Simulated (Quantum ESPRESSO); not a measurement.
# PSi2BC4: one run as intended and one with a planted mistake

Simulated, not a measurement. The program is pw.x of Quantum ESPRESSO 7.5 (plane-wave density functional theory). The cell is made up: 8 atoms on a wurtzite lattice, with randomly drawn elements, strain and displacements, not relaxed. PseudoDojo standard norm-conserving files (v0.5 for PBE, v0.4.1 for LDA and PBEsol) set the functional; there is no spin polarisation, spin-orbit coupling or dispersion term, and the masses in the input are unused placeholders.

Intended input:

```
&control calculation='scf', pseudo_dir='./dojo.nc.sr.pbe.v0_5.standard.upf', outdir='./o', disk_io='low', tprnfor=.true., tstress=.true. /
&system ibrav=0, nat=8, ntyp=4, nbnd=22, ecutwfc=82.02448710, nosym=.true., tot_charge=0,
 occupations='smearing', smearing='fd', degauss=0.0018374661
/
&electrons conv_thr=7.350e-09, electron_maxstep=60, /
ATOMIC_SPECIES
B 1.0 B.upf
C 1.0 C.upf
P 1.0 P.upf
Si 1.0 Si.upf
CELL_PARAMETERS angstrom
3.087 -0.0263 0.0356
-0.0456 5.2746 0.1
0.0581 0.0943 4.9006
ATOMIC_POSITIONS angstrom
P -0.0489 -0.1076 0.0457
Si 1.4493 2.6286 0.229
B 1.5306 0.7934 2.5295
Si 0.0389 3.6014 2.6555
C -0.0622 0.0066 1.774
C 1.4689 2.7745 1.8531
C 1.5746 0.9998 4.3143
C 0.1064 3.4965 4.3076
K_POINTS automatic
6 4 4 1 1 1
```

The log is shortened where brackets say so; the opening notice, blank lines, dates and the lines on written files are dropped, and the path of the files is cut. It prints rydbergs, bohrs and kilobars, and counts compression as positive stress.

Log of the intended run:

```
     Program PWSCF v.7.5
     Parallel version (MPI & OpenMP), running on       4 processor cores
     Number of MPI processes:                 4
     Threads/MPI process:                     1
     [start-up lines left out]
     bravais-lattice index     =            0
     lattice parameter (alat)  =       5.8342  a.u.
     unit-cell volume          =     538.1712 (a.u.)^3
     number of atoms/cell      =            8
     number of atomic types    =            4
     number of electrons       =        32.00
     number of Kohn-Sham states=           22
     kinetic-energy cutoff     =      82.0245  Ry
     charge density cutoff     =     328.0979  Ry
     scf convergence threshold =      7.3E-09
     mixing beta               =       0.7000
     number of iterations used =            8  plain     mixing
     Exchange-correlation= PBE
                           (   1   4   3   4   0   0   0)
     [axes and pseudopotential details left out]
   Cartesian axes
     site n.     atom                  positions (alat units)
         1        P      tau(   1) = (  -0.0158390  -0.0348523   0.0148025  )
         2        Si     tau(   2) = (   0.4694367   0.8514188   0.0741744  )
         3        B      tau(   3) = (   0.4957702   0.2569869   0.8193197  )
         4        Si     tau(   4) = (   0.0125999   1.1665144   0.8601319  )
         5        C      tau(   5) = (  -0.0201469   0.0021378   0.5746089  )
         6        C      tau(   6) = (   0.4757852   0.8986767   0.6002299  )
         7        C      tau(   7) = (   0.5100221   0.3238410   1.3974268  )
         8        C      tau(   8) = (   0.0344636   1.1325367   1.3952567  )
     number of k points=    48  Fermi-Dirac smearing, width (Ry)=  0.0018
                       cart. coord. in units 2pi/alat
        k(    1) = (   0.0830783   0.0724351   0.0763697), wk =   0.0416667
        k(    2) = (   0.0812355   0.0694317   0.2339462), wk =   0.0416667
     [further k points left out]
     Dense  grid:    54095 G-vectors     FFT dimensions: (  36,  60,  54)
     Estimated max dynamical RAM per process >      89.60 MB
     Estimated total dynamical RAM >     318.78 MB
     Initial potential from superposition of free atoms
     starting charge      31.9982, renormalised to      32.0000
     Starting wfcs are   32 randomized atomic wfcs
     total cpu time spent up to now is        1.3 secs
     per-process dynamical memory:    69.3 Mb
     Self-consistent Calculation
     iteration #  1     ecut=    82.02 Ry     beta= 0.70
     Davidson diagonalization with overlap
     ethr =  1.00E-02,  avg # of iterations =  3.4
     total cpu time spent up to now is        2.5 secs
     total energy              =     -83.98066028 Ry
     estimated scf accuracy    <       1.63650724 Ry
     iteration #  2     ecut=    82.02 Ry     beta= 0.70
     Davidson diagonalization with overlap
     ethr =  5.11E-03,  avg # of iterations =  2.2
     total cpu time spent up to now is        3.5 secs
     total energy              =     -84.28561953 Ry
     estimated scf accuracy    <       1.30353514 Ry
     [iterations 3 to 10 left out]
     iteration # 11     ecut=    82.02 Ry     beta= 0.70
     Davidson diagonalization with overlap
     ethr =  7.78E-10,  avg # of iterations =  2.5
     total cpu time spent up to now is       12.7 secs
     total energy              =     -84.60800886 Ry
     estimated scf accuracy    <       0.00000003 Ry
     iteration # 12     ecut=    82.02 Ry     beta= 0.70
     Davidson diagonalization with overlap
     ethr =  8.15E-11,  avg # of iterations =  3.1
     total cpu time spent up to now is       13.7 secs
     End of self-consistent calculation
     [lines on levels left out]
!    total energy              =     -84.60800886 Ry
     estimated scf accuracy    <          1.7E-09 Ry
     smearing contrib. (-TS)   =      -0.00000000 Ry
     internal energy E=F+TS    =     -84.60800886 Ry
     The total energy is F=E-TS. E is the sum of the following terms:
     one-electron contribution =      20.54149383 Ry
     hartree contribution      =       9.50102001 Ry
     xc contribution           =     -30.12855735 Ry
     ewald contribution        =     -84.52196536 Ry
     convergence has been achieved in  12 iterations
     Forces acting on atoms (cartesian axes, Ry/au):
     atom    1 type  3   force =     0.02262566    0.06750678   -0.04606843
     atom    2 type  4   force =     0.07520374   -0.05516097   -0.18742699
     atom    3 type  1   force =     0.00346045    0.04275655   -0.04792550
     atom    4 type  4   force =    -0.06115210   -0.04457253   -0.28851897
     atom    5 type  2   force =     0.00529039    0.08223487    0.13946302
     atom    6 type  2   force =     0.05382654   -0.05683441    0.27150434
     atom    7 type  2   force =    -0.01517483   -0.12686549   -0.05785294
     atom    8 type  2   force =    -0.08407986    0.09093519    0.21682547
     Total force =     0.576395     Total SCF correction =     0.000086
     Computing stress (Cartesian axis) and pressure
          total   stress  (Ry/bohr**3)                   (kbar)     P=       -8.15
  -0.00118819   0.00004415  -0.00007957         -174.79        6.49      -11.70
   0.00004415  -0.00077579  -0.00040557            6.49     -114.12      -59.66
  -0.00007957  -0.00040557   0.00179779          -11.70      -59.66      264.46
     init_run     :      1.24s CPU      1.25s WALL (       1 calls)
     electrons    :     12.35s CPU     12.41s WALL (       1 calls)
     forces       :      0.20s CPU      0.21s WALL (       1 calls)
     stress       :      0.69s CPU      0.69s WALL (       1 calls)
     [timing details left out]
     PWSCF        :     14.54s CPU     14.63s WALL
     JOB DONE.
```

A second run has one planted mistake: the self-consistency threshold is too loose. The input lines that differ, file-writing options aside:

```
- &electrons conv_thr=7.350e-09, electron_maxstep=60, /
+ &electrons conv_thr=1.470e-02, electron_maxstep=60, /
```

Its log:

```
     Program PWSCF v.7.5
     Parallel version (MPI & OpenMP), running on       4 processor cores
     Number of MPI processes:                 4
     Threads/MPI process:                     1
     [start-up lines left out]
     bravais-lattice index     =            0
     lattice parameter (alat)  =       5.8342  a.u.
     unit-cell volume          =     538.1712 (a.u.)^3
     number of atoms/cell      =            8
     number of atomic types    =            4
     number of electrons       =        32.00
     number of Kohn-Sham states=           22
     kinetic-energy cutoff     =      82.0245  Ry
     charge density cutoff     =     328.0979  Ry
     scf convergence threshold =      1.5E-02
     mixing beta               =       0.7000
     number of iterations used =            8  plain     mixing
     Exchange-correlation= PBE
                           (   1   4   3   4   0   0   0)
     [axes and pseudopotential details left out]
   Cartesian axes
     site n.     atom                  positions (alat units)
         1        P      tau(   1) = (  -0.0158390  -0.0348523   0.0148025  )
         2        Si     tau(   2) = (   0.4694367   0.8514188   0.0741744  )
         3        B      tau(   3) = (   0.4957702   0.2569869   0.8193197  )
         4        Si     tau(   4) = (   0.0125999   1.1665144   0.8601319  )
         5        C      tau(   5) = (  -0.0201469   0.0021378   0.5746089  )
         6        C      tau(   6) = (   0.4757852   0.8986767   0.6002299  )
         7        C      tau(   7) = (   0.5100221   0.3238410   1.3974268  )
         8        C      tau(   8) = (   0.0344636   1.1325367   1.3952567  )
     number of k points=    48  Fermi-Dirac smearing, width (Ry)=  0.0018
                       cart. coord. in units 2pi/alat
        k(    1) = (   0.0830783   0.0724351   0.0763697), wk =   0.0416667
        k(    2) = (   0.0812355   0.0694317   0.2339462), wk =   0.0416667
     [further k points left out]
     Dense  grid:    54095 G-vectors     FFT dimensions: (  36,  60,  54)
     Estimated max dynamical RAM per process >      89.60 MB
     Estimated total dynamical RAM >     318.78 MB
     Initial potential from superposition of free atoms
     starting charge      31.9982, renormalised to      32.0000
     Starting wfcs are   32 randomized atomic wfcs
     total cpu time spent up to now is        1.3 secs
     per-process dynamical memory:    69.3 Mb
     Self-consistent Calculation
     iteration #  1     ecut=    82.02 Ry     beta= 0.70
     Davidson diagonalization with overlap
     ethr =  1.00E-02,  avg # of iterations =  3.4
     total cpu time spent up to now is        2.5 secs
     total energy              =     -83.98066028 Ry
     estimated scf accuracy    <       1.63650724 Ry
     iteration #  2     ecut=    82.02 Ry     beta= 0.70
     Davidson diagonalization with overlap
     ethr =  5.11E-03,  avg # of iterations =  2.2
     total cpu time spent up to now is        3.5 secs
     total energy              =     -84.28561953 Ry
     estimated scf accuracy    <       1.30353514 Ry
     iteration #  3     ecut=    82.02 Ry     beta= 0.70
     Davidson diagonalization with overlap
     ethr =  4.07E-03,  avg # of iterations =  2.0
     total cpu time spent up to now is        4.4 secs
     total energy              =     -84.58521030 Ry
     estimated scf accuracy    <       0.10603345 Ry
     iteration #  4     ecut=    82.02 Ry     beta= 0.70
     Davidson diagonalization with overlap
     ethr =  3.31E-04,  avg # of iterations =  5.1
     total cpu time spent up to now is        5.5 secs
     End of self-consistent calculation
     [lines on levels left out]
!    total energy              =     -84.60546943 Ry
     estimated scf accuracy    <       0.00580785 Ry
     smearing contrib. (-TS)   =      -0.00000000 Ry
     internal energy E=F+TS    =     -84.60546943 Ry
     The total energy is F=E-TS. E is the sum of the following terms:
     one-electron contribution =      20.54145458 Ry
     hartree contribution      =       9.50543236 Ry
     xc contribution           =     -30.13039100 Ry
     ewald contribution        =     -84.52196536 Ry
     convergence has been achieved in   4 iterations
     Forces acting on atoms (cartesian axes, Ry/au):
     atom    1 type  3   force =     0.02232867    0.07315432   -0.04874386
     atom    2 type  4   force =     0.07596873   -0.05713739   -0.18673148
     atom    3 type  1   force =     0.00364836    0.03961065   -0.04271346
     atom    4 type  4   force =    -0.06047301   -0.04481636   -0.28999058
     atom    5 type  2   force =     0.00497290    0.07797836    0.13835787
     atom    6 type  2   force =     0.05316386   -0.05465329    0.27060045
     atom    7 type  2   force =    -0.01534991   -0.11759654   -0.05445580
     atom    8 type  2   force =    -0.08425959    0.08346024    0.21367687
     Total force =     0.571259     Total SCF correction =     0.077789
     SCF correction compared to forces is large: reduce conv_thr to get better values
     Computing stress (Cartesian axis) and pressure
          total   stress  (Ry/bohr**3)                   (kbar)     P=      -10.62
  -0.00119194   0.00003724  -0.00007502         -175.34        5.48      -11.04
   0.00003724  -0.00070682  -0.00041940            5.48     -103.98      -61.70
  -0.00007502  -0.00041940   0.00168226          -11.04      -61.70      247.47
     init_run     :      1.24s CPU      1.26s WALL (       1 calls)
     electrons    :      4.15s CPU      4.19s WALL (       1 calls)
     forces       :      0.21s CPU      0.21s WALL (       1 calls)
     stress       :      0.69s CPU      0.69s WALL (       1 calls)
     [timing details left out]
     PWSCF        :      6.34s CPU      6.42s WALL
     JOB DONE.
```

|  | intended run | run with the mistake |
| --- | --- | --- |
| free energy (eV) | -1151.151 | -1151.116 |
| smearing term -TS (eV) | 0.0000 | 0.0000 |
| pressure (GPa) | -0.81 | -1.06 |
| largest force component (eV/Å) | 7.418 | 7.456 |
| largest change of a force component (eV/Å) |  | 0.238 |
| iterations | 12 | 4 |

For scale, a rerun of the intended cell at 1347 eV and a 8 x 6 x 6 mesh moved values by no more than 0.003 eV in energy, 0.18 GPa in stress and 0.007 eV/Å in force.